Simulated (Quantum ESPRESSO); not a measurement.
Li2Ir2HfIn2Al, input and log of a self-consistent run

A calculation, not a measurement. The program is pw.x of Quantum ESPRESSO 7.5 (plane-wave density functional theory). The cell is made up: eight metal atoms on a hexagonal close-packed lattice, with elements, volume, strain and displacements drawn at random and not relaxed, so it may be unstable or far from any real phase. PseudoDojo standard norm-conserving files set the functional (PBE unless stated); there is no spin polarisation or spin-orbit coupling, the Fermi-Dirac width of 0.25 eV means electrons at about 2900 K, and the masses in the input are unused placeholders. Heavy elements are run without spin-orbit coupling, which real alloys of them have. A spin test at this wide smearing found no moment, but such smearing suppresses magnetism that the real alloy may have.

Input:

```
&control calculation='scf', pseudo_dir='./dojo.nc.sr.pbe.v0_5.standard.upf', outdir='./o', disk_io='minimal', tprnfor=.true., tstress=.true. /
&system ibrav=0, nat=8, ntyp=5, nbnd=53, ecutwfc=74.01313486, nosym=.true., tot_charge=0,
 occupations='smearing', smearing='fd', degauss=0.0183746611
/
&electrons conv_thr=1.470e-08, electron_maxstep=70, mixing_beta=0.5 /
ATOMIC_SPECIES
Al 1.0 Al.upf
Hf 1.0 Hf.upf
In 1.0 In.upf
Ir 1.0 Ir.upf
Li 1.0 Li.upf
CELL_PARAMETERS angstrom
3.0279 -0.0065 -0.0474
-0.0112 5.2391 0.0437
-0.1565 0.0833 9.8338
ATOMIC_POSITIONS angstrom
Li 0.015 -0.0228 -0.0763
Li -0.0095 0.0319 5.0398
Ir 0.0413 1.7426 2.5078
Hf -0.1115 1.8798 7.2733
Ir 1.5214 2.5685 -0.0532
In 1.4881 2.6984 4.955
Al 1.5007 4.402 2.4854
In 1.269 4.3851 7.4485
K_POINTS automatic
8 5 3 1 1 1
```

The log is shortened where brackets say so; the opening notice, blank lines, dates and the lines on written files are dropped, and the path of the files is cut. It prints rydbergs, bohrs and kilobars, and counts compression as positive stress. Its total energy is the free energy E - TS of the whole cell.

```
     Program PWSCF v.7.5
     Parallel version (MPI & OpenMP), running on       4 processor cores
     Number of MPI processes:                 4
     Threads/MPI process:                     1
     [start-up lines left out]
     bravais-lattice index     =            0
     lattice parameter (alat)  =       5.7226  a.u.
     unit-cell volume          =    1052.3872 (a.u.)^3
     number of atoms/cell      =            8
     number of atomic types    =            5
     number of electrons       =        81.00
     number of Kohn-Sham states=           53
     kinetic-energy cutoff     =      74.0131  Ry
     charge density cutoff     =     296.0525  Ry
     scf convergence threshold =      1.5E-08
     mixing beta               =       0.5000
     number of iterations used =            8  plain     mixing
     Exchange-correlation= PBE
                           (   1   4   3   4   0   0   0)
     [axes and pseudopotential details left out]
   Cartesian axes
     site n.     atom                  positions (alat units)
         1        Li     tau(   1) = (   0.0049533  -0.0075290  -0.0251958  )
         2        Li     tau(   2) = (  -0.0031371   0.0105340   1.6642462  )
         3        Ir     tau(   3) = (   0.0136381   0.5754426   0.8281274  )
         4        Hf     tau(   4) = (  -0.0368196   0.6207488   2.4017941  )
         5        Ir     tau(   5) = (   0.5023977   0.8481718  -0.0175677  )
         6        In     tau(   6) = (   0.4914014   0.8910675   1.6362435  )
         7        Al     tau(   7) = (   0.4955622   1.4536314   0.8207305  )
         8        In     tau(   8) = (   0.4190500   1.4480507   2.4596487  )
     number of k points=    60  Fermi-Dirac smearing, width (Ry)=  0.0184
                       cart. coord. in units 2pi/alat
        k(    1) = (   0.0634429   0.0575047   0.0518469), wk =   0.0333333
        k(    2) = (   0.0602317   0.0592107  -0.1535159), wk =   0.0333333
     [further k points left out]
     Dense  grid:    90601 G-vectors     FFT dimensions: (  32,  60, 108)
     Estimated max dynamical RAM per process >     291.88 MB
     Estimated total dynamical RAM >       1.08 GB
     Initial potential from superposition of free atoms
     starting charge      80.9785, renormalised to      81.0000
     Starting wfcs are   56 randomized atomic wfcs
     total cpu time spent up to now is        4.3 secs
     per-process dynamical memory:   230.5 Mb
     Self-consistent Calculation
     iteration #  1     ecut=    74.01 Ry     beta= 0.50
     Davidson diagonalization with overlap
     ethr =  1.00E-02,  avg # of iterations =  5.8
     Threshold (ethr) on eigenvalues was too large:
     Diagonalizing with lowered threshold
     Davidson diagonalization with overlap
     ethr =  6.03E-04,  avg # of iterations =  1.9
     total cpu time spent up to now is       21.6 secs
     total energy              =    -872.47407083 Ry
     estimated scf accuracy    <       0.48466128 Ry
     iteration #  2     ecut=    74.01 Ry     beta= 0.50
     Davidson diagonalization with overlap
     ethr =  5.98E-04,  avg # of iterations =  5.7
     total cpu time spent up to now is       31.7 secs
     total energy              =    -871.53722624 Ry
     estimated scf accuracy    <      21.05733118 Ry
     iteration #  3     ecut=    74.01 Ry     beta= 0.50
     Davidson diagonalization with overlap
     ethr =  5.98E-04,  avg # of iterations =  4.1
     total cpu time spent up to now is       41.1 secs
     total energy              =    -872.63821022 Ry
     estimated scf accuracy    <       0.76749564 Ry
     iteration #  4     ecut=    74.01 Ry     beta= 0.50
     Davidson diagonalization with overlap
     ethr =  5.98E-04,  avg # of iterations =  2.0
     total cpu time spent up to now is       48.7 secs
     total energy              =    -872.66903382 Ry
     estimated scf accuracy    <       0.69584375 Ry
     iteration #  5     ecut=    74.01 Ry     beta= 0.50
     Davidson diagonalization with overlap
     ethr =  5.98E-04,  avg # of iterations =  1.4
     total cpu time spent up to now is       55.9 secs
     total energy              =    -872.71230971 Ry
     estimated scf accuracy    <       0.16997775 Ry
     [iterations 6 to 8 left out]
     iteration #  9     ecut=    74.01 Ry     beta= 0.50
     Davidson diagonalization with overlap
     ethr =  2.02E-07,  avg # of iterations =  2.1
     total cpu time spent up to now is       89.4 secs
     total energy              =    -872.72367145 Ry
     estimated scf accuracy    <       0.00003053 Ry
     iteration # 10     ecut=    74.01 Ry     beta= 0.50
     Davidson diagonalization with overlap
     ethr =  3.77E-08,  avg # of iterations =  2.8
     total cpu time spent up to now is       97.5 secs
     total energy              =    -872.72367509 Ry
     estimated scf accuracy    <       0.00000250 Ry
     iteration # 11     ecut=    74.01 Ry     beta= 0.50
     Davidson diagonalization with overlap
     ethr =  3.09E-09,  avg # of iterations =  4.8
     total cpu time spent up to now is      107.2 secs
     total energy              =    -872.72367577 Ry
     estimated scf accuracy    <       0.00000057 Ry
     iteration # 12     ecut=    74.01 Ry     beta= 0.50
     Davidson diagonalization with overlap
     ethr =  7.06E-10,  avg # of iterations =  1.8
     total cpu time spent up to now is      114.8 secs
     total energy              =    -872.72367583 Ry
     estimated scf accuracy    <       0.00000004 Ry
     iteration # 13     ecut=    74.01 Ry     beta= 0.50
     Davidson diagonalization with overlap
     ethr =  5.05E-11,  avg # of iterations =  2.8
     total cpu time spent up to now is      123.7 secs
     End of self-consistent calculation
     [lines on levels left out]
!    total energy              =    -872.72367584 Ry
     estimated scf accuracy    <          2.7E-09 Ry
     smearing contrib. (-TS)   =      -0.08542022 Ry
     internal energy E=F+TS    =    -872.63825562 Ry
     The total energy is F=E-TS. E is the sum of the following terms:
     one-electron contribution =    -369.72276962 Ry
     hartree contribution      =     219.37563350 Ry
     xc contribution           =    -204.61403439 Ry
     ewald contribution        =    -517.67708511 Ry
     convergence has been achieved in  13 iterations
     Forces acting on atoms (cartesian axes, Ry/au):
     atom    1 type  5   force =    -0.00127170    0.00171984    0.02170888
     atom    2 type  5   force =    -0.00222306    0.00312284   -0.02687825
     atom    3 type  4   force =    -0.00084795    0.00018702   -0.04003307
     atom    4 type  2   force =     0.00157713   -0.02242506    0.11664971
     atom    5 type  4   force =    -0.00278542   -0.01116014    0.00859904
     atom    6 type  3   force =    -0.01077814   -0.01905606   -0.09069898
     atom    7 type  1   force =    -0.00082547    0.00523719   -0.01634885
     atom    8 type  3   force =     0.01715459    0.04237437    0.02700151
     Total force =     0.170162     Total SCF correction =     0.000309
     Computing stress (Cartesian axis) and pressure
          total   stress  (Ry/bohr**3)                   (kbar)     P=      -86.39
  -0.00052890  -0.00000822   0.00007130          -77.80       -1.21       10.49
  -0.00000822  -0.00063299  -0.00005798           -1.21      -93.12       -8.53
   0.00007130  -0.00005798  -0.00059990           10.49       -8.53      -88.25
     init_run     :      4.00s CPU      4.11s WALL (       1 calls)
     electrons    :    119.00s CPU    119.46s WALL (       1 calls)
     forces       :      1.45s CPU      1.47s WALL (       1 calls)
     stress       :      5.11s CPU      5.11s WALL (       1 calls)
     [timing details left out]
     PWSCF        :   2m 9.71s CPU   2m10.35s WALL
     JOB DONE.
```

In other units: free energy -11874.011 eV for the cell, pressure -8.64 GPa, largest force component 2.999 eV/Å in size. The run took 132 s of wall time with four MPI processes on a shared machine (AMD EPYC, Zen 5, virtual cores), so the time is rough. A rerun of this cell at a higher cutoff and on a denser mesh moved values by no more than 0.002 eV in energy, 0.06 GPa in stress and 0.010 eV/Å in force, and a second program with other atomic files agreed on that cell to 2 % rms in force and 0.5 GPa in pressure.